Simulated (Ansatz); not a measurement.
Starting cell, MoS2 (3R-MoS2 type, space group R3m):

```xyz
3
Lattice="1.5877 0.9167 6.1953 -1.5877 0.9167 6.1953 0.0000 -1.8333 6.1953" Properties=species:S:1:pos:R:3 pbc="T T T"
Mo     0.0000     0.0000     0.0001
S      0.0000     0.0000    13.9450
S      0.0000     0.0000    10.8357
```

Scan: atom 2 (S, nearest neighbour Mo at 2.403 Å; its periodic images, 3.2 Å or more away, move with it) is displaced along Cartesian z, direction (0.000, 0.000, 1.000) in Cartesian axes, by s. The other atoms stay.

Level of theory: r2SCAN+rVV10 (plane waves to 500 eV, PAW, scalar-relativistic; Ansatz, an electronic-structure program). k mesh 10×10×10 (Γ-centred), Fermi-Dirac smearing 0.05 eV. E stands for the smeared free energy. As the smearing reaches across the gap at some points, energies and forces of such displacements shift with the k mesh and the smearing. MoS2 is run without spin polarisation. MoS2 was relaxed with its symmetry unable to fall. The PAW data are Ansatz's earlier set. This is one of several known forms of MoS2; the measured ambient cells at hand have space group No. 194. The zero of ΔE is the undisplaced structure. The last digit holds for this mesh only.

```json
[
 {"s (Å)": "-0.480", "ΔE (meV/cell)": "2509.5"},
 {"s (Å)": "-0.384", "ΔE (meV/cell)": "withheld"},
 {"s (Å)": "-0.288", "ΔE (meV/cell)": "897.5"},
 {"s (Å)": "-0.192", "ΔE (meV/cell)": "378.9"},
 {"s (Å)": "-0.096", "ΔE (meV/cell)": "89.0"},
 {"s (Å)": "0.000", "ΔE (meV/cell)": "0.0"},
 {"s (Å)": "0.096", "ΔE (meV/cell)": "77.6"},
 {"s (Å)": "0.192", "ΔE (meV/cell)": "288.1"},
 {"s (Å)": "0.288", "ΔE (meV/cell)": "600.0"},
 {"s (Å)": "0.384", "ΔE (meV/cell)": "985.4"},
 {"s (Å)": "0.480", "ΔE (meV/cell)": "1419.6"}
]
```

Fit a polynomial form (powers 2, 3, 4) to the given rows and predict ΔE at s = -0.384.

Least squares on the 10 given rows: ΔE = (9141)·s² + (-5032)·s³ + (-2714)·s⁴, in meV/cell with s in Å; root-mean-square residual 16.19 meV/cell. At -0.384 the fit gives 1573.8 meV/cell; the calculation gives 1616.5 meV/cell, so the interpolation is off by -42.7 (-2.6 %). The quadratic term alone would give 1347.9 meV/cell.

(For displaced atoms, the force is minus the slope of the energy, and its curvature is a force constant, which sets phonon frequencies.)
